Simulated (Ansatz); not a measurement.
## Levels of theory for In3GaP4 (ordering on zincblende)

All numbers come from Ansatz. Note: simulated data, non-magnetic, for a generated structure that need not be the stable one.

In3GaP4, ordered on the zincblende lattice (R3m) with 8 atoms a cell, relaxed with r2SCAN. It is trigonal, R3m (No. 160); conventional cell a = 4.098 Å, c = 40.248 Å, 24.39 Å³ an atom. Ga has 4 P at 2.36–2.47 Å; In has 4 P at 2.53–2.56 Å; In has 4 P at 2.53–2.55 Å; P has 3 Ga at 2.47 Å and 1 In at 2.56 Å; P has 4 In at 2.53–2.55 Å; P has 1 Ga at 2.36 Å and 3 In at 2.53 Å.

Relaxed lattice by functional, symmetry kept:

| functional | k mesh | a (Å) | c (Å) | volume (Å³/atom) |
| --- | --- | --- | --- | --- |
| PBE | 8×8×8 | 4.135 | 40.598 | 25.05 |
| r2SCAN | 6×6×6 | 4.098 | 40.248 | 24.39 |

Gaps on the r2SCAN cell, each the least over its mesh and the special points:
```json
{"level": "PBE", "k mesh": "8×8×8", "gap (eV)": "0.52", "kind": "direct", "edges": "Γ", "least direct gap (eV)": "0.52"}
{"level": "PBE+SOC", "k mesh": "8×8×8", "gap (eV)": "0.49", "kind": "direct", "edges": "Γ", "least direct gap (eV)": "0.49"}
{"level": "r2SCAN", "k mesh": "8×8×8", "gap (eV)": "0.90", "kind": "direct", "edges": "Γ", "least direct gap (eV)": "0.90"}
{"level": "HSE06", "k mesh": "4×4×4", "gap (eV)": "1.31", "kind": "direct", "edges": "Γ", "least direct gap (eV)": "1.31"}
{"level": "PBE0", "k mesh": "4×4×4", "gap (eV)": "1.95", "kind": "direct", "edges": "Γ", "least direct gap (eV)": "1.95"}
```
PBE, PBE+SOC: smearing of 0.02 eV; the others have fixed occupations.
Wave cutoffs: 420 eV, 500 eV (r2SCAN).

The HSE06 gap is direct at Γ: 1.31 eV. Spin-orbit coupling changes the PBE gap by -0.031 eV, to 0.49 eV.

r2SCAN covers 48 % of the step from PBE to HSE06, while HSE06 needs about 8 times r2SCAN's rough cost (on a coarser mesh). For gaps to 0.1 eV, spin-orbit coupling (up to 0.03 eV here) can be left out. All these functionals give a gap of the same kind, direct.

Only the levels marked +SOC include spin-orbit coupling.
